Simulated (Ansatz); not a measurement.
LaN:
```
CELL_PARAMETERS angstrom
      0.00000     2.80645     2.80645
      2.80645     0.00000     2.80645
      2.80645     2.80645     0.00000
ATOMIC_POSITIONS crystal
  N  0.25000 0.25000 0.25000
  La 0.00000 0.00000 0.00000
```

Relaxed with PBE. Special points in fractions of this cell's reciprocal vectors: Γ (0.000, 0.000, 0.000); X (0.500, 0.000, 0.500); U (0.625, 0.250, 0.625); K (0.375, 0.375, 0.750); L (0.500, 0.500, 0.500); W (0.500, 0.250, 0.750).

**Question.** List the band energies nearest the valence-band maximum at these points for PBE with spin–orbit coupling (plane waves, PAW; program Ansatz).

**Answer.** In eV from the valence-band maximum; about four levels below and three above (degenerate sets whole), none deeper than 8.9 eV; points with the same levels are listed once.

```tsv
k	below	above
Γ	-2.02 -2.02 -2.02 -2.02 -2.02 -2.02	1.09 1.09 3.63 3.63 3.63 3.63
X	-0.18 -0.18 0.00 0.00	2.17 2.17 3.21 3.21
U	-0.58 -0.53 -0.38 -0.33	1.97 2.08 3.36
L	-1.43 -1.43 -0.69 -0.69	2.47 2.47 3.54 3.54
W	-1.26 -1.25 -0.34 -0.28	2.15 2.39 3.21
```

Space group F-43m (zinc blende). The start of the workflow was typed in or built on a structure type; neither database checked (COD, Materials Project) lists it. COD files the formula under space group No. 225, so this cell is another polymorph or a model. Its standing as an ambient phase is unchecked. The cell was relaxed with PBE under the symmetry of its start; whether a distortion lowers the energy is not shown.

Potentials: the later of the program's two PAW sets.
